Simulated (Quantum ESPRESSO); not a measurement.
## ZnTa4Ti2Pd (input and log of a self-consistent run)

Simulated, not a measurement. The program is pw.x of Quantum ESPRESSO 7.5 (plane-wave density functional theory). The cell is made up: eight metal atoms on a hexagonal close-packed lattice, with elements, volume, strain and displacements drawn at random and not relaxed, so it may be unstable or far from any real phase. PseudoDojo standard norm-conserving files set the functional (PBE unless stated); there is no spin polarisation or spin-orbit coupling, the Fermi-Dirac width of 0.25 eV means electrons at about 2900 K, and the masses in the input are unused placeholders. Heavy elements are run without spin-orbit coupling, which real alloys of them have. A spin test at this wide smearing found no moment, but such smearing suppresses magnetism that the real alloy may have.

Input:

```
&control calculation='scf', pseudo_dir='./dojo.nc.sr.pbe.v0_5.standard.upf', outdir='./o', disk_io='minimal', tprnfor=.true., tstress=.true. /
&system ibrav=0, nat=8, ntyp=4, nbnd=75, ecutwfc=87.97787729, nosym=.true., tot_charge=0,
 occupations='smearing', smearing='fd', degauss=0.0183746611
/
&electrons conv_thr=1.470e-08, electron_maxstep=70, mixing_beta=0.5 /
ATOMIC_SPECIES
Pd 1.0 Pd.upf
Ta 1.0 Ta.upf
Ti 1.0 Ti.upf
Zn 1.0 Zn.upf
CELL_PARAMETERS angstrom
-2.8707 0.0 0.0
0.0 4.9721 0.0
1.4353 -2.4861 -9.4784
ATOMIC_POSITIONS angstrom
Zn -0.0555 -0.0318 -0.0267
Ta 0.0808 1.6903 -2.3214
Ti -0.0263 -0.0054 -4.7469
Pd 0.0262 1.6579 -7.1289
Ta -1.4044 2.4524 0.0948
Ta -1.4928 4.1423 -2.366
Ti -1.3985 2.4587 -4.774
Ta -1.3644 -0.8719 -7.095
K_POINTS automatic
8 5 3 1 1 1
```

The log is shortened where brackets say so; the opening notice, blank lines, dates and the lines on written files are dropped, and the path of the files is cut. It prints rydbergs, bohrs and kilobars, and counts compression as positive stress. Its total energy is the free energy E - TS of the whole cell.

```
     Program PWSCF v.7.5
     Parallel version (MPI & OpenMP), running on       4 processor cores
     Number of MPI processes:                 4
     Threads/MPI process:                     1
     [start-up lines left out]
     bravais-lattice index     =            0
     lattice parameter (alat)  =       5.4248  a.u.
     unit-cell volume          =     912.9759 (a.u.)^3
     number of atoms/cell      =            8
     number of atomic types    =            4
     number of electrons       =       114.00
     number of Kohn-Sham states=           75
     kinetic-energy cutoff     =      87.9779  Ry
     charge density cutoff     =     351.9115  Ry
     scf convergence threshold =      1.5E-08
     mixing beta               =       0.5000
     number of iterations used =            8  plain     mixing
     Exchange-correlation= PBE
                           (   1   4   3   4   0   0   0)
     [axes and pseudopotential details left out]
   Cartesian axes
     site n.     atom                  positions (alat units)
         1        Zn     tau(   1) = (  -0.0193333  -0.0110774  -0.0093009  )
         2        Ta     tau(   2) = (   0.0281464   0.5888111  -0.8086529  )
         3        Ti     tau(   3) = (  -0.0091615  -0.0018811  -1.6535688  )
         4        Pd     tau(   4) = (   0.0091267   0.5775246  -2.4833316  )
         5        Ta     tau(   5) = (  -0.4892187   0.8542864   0.0330233  )
         6        Ta     tau(   6) = (  -0.5200125   1.4429582  -0.8241892  )
         7        Ti     tau(   7) = (  -0.4871634   0.8564810  -1.6630090  )
         8        Ta     tau(   8) = (  -0.4752848  -0.3037238  -2.4715226  )
     number of k points=    60  Fermi-Dirac smearing, width (Ry)=  0.0184
                       cart. coord. in units 2pi/alat
        k(    1) = (  -0.0625000   0.0577362  -0.0750859), wk =   0.0333333
        k(    2) = (  -0.0625000   0.0577362   0.1268258), wk =   0.0333333
     [further k points left out]
     Dense  grid:   101831 G-vectors     FFT dimensions: (  36,  60, 120)
     Estimated max dynamical RAM per process >     415.18 MB
     Estimated total dynamical RAM >       1.55 GB
     Initial potential from superposition of free atoms
     starting charge     113.9929, renormalised to     114.0000
     Starting wfcs are   79 randomized atomic wfcs
     total cpu time spent up to now is        8.7 secs
     per-process dynamical memory:   326.9 Mb
     Self-consistent Calculation
     iteration #  1     ecut=    87.98 Ry     beta= 0.50
     Davidson diagonalization with overlap
     ethr =  1.00E-02,  avg # of iterations =  3.0
     total cpu time spent up to now is       29.9 secs
     total energy              =   -1426.44575229 Ry
     estimated scf accuracy    <      30.27789517 Ry
     iteration #  2     ecut=    87.98 Ry     beta= 0.50
     Davidson diagonalization with overlap
     ethr =  1.00E-02,  avg # of iterations =  5.4
     total cpu time spent up to now is       60.8 secs
     total energy              =   -1434.86461731 Ry
     estimated scf accuracy    <     289.80867998 Ry
     iteration #  3     ecut=    87.98 Ry     beta= 0.50
     Davidson diagonalization with overlap
     ethr =  1.00E-02,  avg # of iterations =  5.7
     total cpu time spent up to now is       89.9 secs
     total energy              =   -1445.35599849 Ry
     estimated scf accuracy    <      42.29854050 Ry
     iteration #  4     ecut=    87.98 Ry     beta= 0.50
     Davidson diagonalization with overlap
     ethr =  1.00E-02,  avg # of iterations =  4.7
     total cpu time spent up to now is      110.0 secs
     total energy              =   -1446.67931728 Ry
     estimated scf accuracy    <      44.41007261 Ry
     iteration #  5     ecut=    87.98 Ry     beta= 0.50
     Davidson diagonalization with overlap
     ethr =  1.00E-02,  avg # of iterations =  1.8
     total cpu time spent up to now is      125.7 secs
     total energy              =   -1447.94385443 Ry
     estimated scf accuracy    <      17.94406867 Ry
     [iterations 6 to 18 left out]
     iteration # 19     ecut=    87.98 Ry     beta= 0.50
     Davidson diagonalization with overlap
     ethr =  8.22E-10,  avg # of iterations =  4.5
     total cpu time spent up to now is      401.1 secs
     total energy              =   -1447.34215503 Ry
     estimated scf accuracy    <       0.00000052 Ry
     iteration # 20     ecut=    87.98 Ry     beta= 0.50
     Davidson diagonalization with overlap
     ethr =  4.58E-10,  avg # of iterations =  2.0
     total cpu time spent up to now is      417.5 secs
     total energy              =   -1447.34215506 Ry
     estimated scf accuracy    <       0.00000015 Ry
     iteration # 21     ecut=    87.98 Ry     beta= 0.50
     Davidson diagonalization with overlap
     ethr =  1.35E-10,  avg # of iterations =  2.2
     total cpu time spent up to now is      434.2 secs
     total energy              =   -1447.34215507 Ry
     estimated scf accuracy    <       0.00000036 Ry
     iteration # 22     ecut=    87.98 Ry     beta= 0.50
     Davidson diagonalization with overlap
     ethr =  1.35E-10,  avg # of iterations =  1.6
     total cpu time spent up to now is      449.7 secs
     total energy              =   -1447.34215509 Ry
     estimated scf accuracy    <       0.00000005 Ry
     iteration # 23     ecut=    87.98 Ry     beta= 0.50
     Davidson diagonalization with overlap
     ethr =  4.32E-11,  avg # of iterations =  1.1
     total cpu time spent up to now is      464.6 secs
     End of self-consistent calculation
     [lines on levels left out]
!    total energy              =   -1447.34215509 Ry
     estimated scf accuracy    <          5.2E-09 Ry
     smearing contrib. (-TS)   =      -0.13199666 Ry
     internal energy E=F+TS    =   -1447.21015843 Ry
     The total energy is F=E-TS. E is the sum of the following terms:
     one-electron contribution =    -589.92624789 Ry
     hartree contribution      =     347.52883813 Ry
     xc contribution           =    -240.68060050 Ry
     ewald contribution        =    -964.13214816 Ry
     convergence has been achieved in  23 iterations
     Forces acting on atoms (cartesian axes, Ry/au):
     atom    1 type  4   force =     0.00660959    0.00224388    0.01671623
     atom    2 type  2   force =    -0.01320271   -0.01007602   -0.02572706
     atom    3 type  3   force =     0.00496707   -0.00107600    0.00142240
     atom    4 type  1   force =     0.00241179    0.00468996    0.00046929
     atom    5 type  2   force =    -0.00069680    0.00518042   -0.00819707
     atom    6 type  2   force =     0.00891844    0.00004959    0.02721267
     atom    7 type  3   force =    -0.00088636    0.00298546   -0.01264895
     atom    8 type  2   force =    -0.00812102   -0.00399731    0.00075250
     Total force =     0.049885     Total SCF correction =     0.000567
     Computing stress (Cartesian axis) and pressure
          total   stress  (Ry/bohr**3)                   (kbar)     P=       51.90
   0.00032937  -0.00000369   0.00000376           48.45       -0.54        0.55
  -0.00000369   0.00042921   0.00005671           -0.54       63.14        8.34
   0.00000376   0.00005671   0.00029993            0.55        8.34       44.12
     init_run     :      8.01s CPU      8.54s WALL (       1 calls)
     electrons    :    441.77s CPU    455.89s WALL (       1 calls)
     forces       :      3.18s CPU      3.21s WALL (       1 calls)
     stress       :     11.10s CPU     11.48s WALL (       1 calls)
     [timing details left out]
     PWSCF        :   7m44.28s CPU   7m59.38s WALL
     JOB DONE.
```

In other units: free energy -19692.093 eV for the cell, pressure 5.19 GPa, largest force component 0.700 eV/Å in size. The run took 481 s of wall time with four MPI processes on a shared machine (AMD EPYC, older, virtual cores), so the time is rough. A rerun of this cell at a higher cutoff and on a denser mesh moved values by no more than 0.005 eV in energy, 0.05 GPa in stress and 0.006 eV/Å in force, and a second program with other atomic files agreed on that cell to 2 % rms in force and 0.5 GPa in pressure.